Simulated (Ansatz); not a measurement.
A plane-wave DFT run in Ansatz 0.2.0 (scalar-relativistic PAW potentials unless the input names others): input and command.

```yaml
crystal:
  lattice:
    - [3.1692765277, 0.0, 0.0]
    - [0.0, 3.1692765277, 0.0]
    - [0.0, 0.0, 3.1692765277]
  atoms:
    - { symbol: Mn, position: [0.0, 0.0, 0.0], spin: 2.96 }
    - { symbol: C, position: [0.0, 0.5, 0.5] }
    - { symbol: C, position: [0.5, 0.0, 0.5] }
    - { symbol: C, position: [0.5, 0.5, 0.0] }
basis:
  ecutwfc: 420
  ecutrho_ratio: 0
kpoints:
  mp_grid: { grid: [14, 14, 14] }
hamiltonian:
  xc: pbe
scf:
  occupations: { method: gaussian, width: 0.1 }
  max_iter: 100
output:
  forces: true
  eigenvalues: true
  stress: true
magnetization:
  spin_polarized: true
relax:
  adjacent_minimum: "off"
  f_tol: 0.01
  max_steps: 80
  cell: { stress_tol: 0.05 }
```

```bash
ansatz run input.yaml --threads 1 --pin off --max-ram 2560MiB --backend cpu --events-out ev --progress --plain --runs-dir out
```

Q: What will the program do with this input?

A: The program refuses it, because of a density cutoff too low for products of the waves, which reach up to 4 times the waves' cutoff (basis.ecutrho_ratio: not typed → 0). Without that key it is accepted.

Abridged log:
```
Error: invalid value for `basis.ecutrho_ratio`: must be in [1, 1024]; got 0
```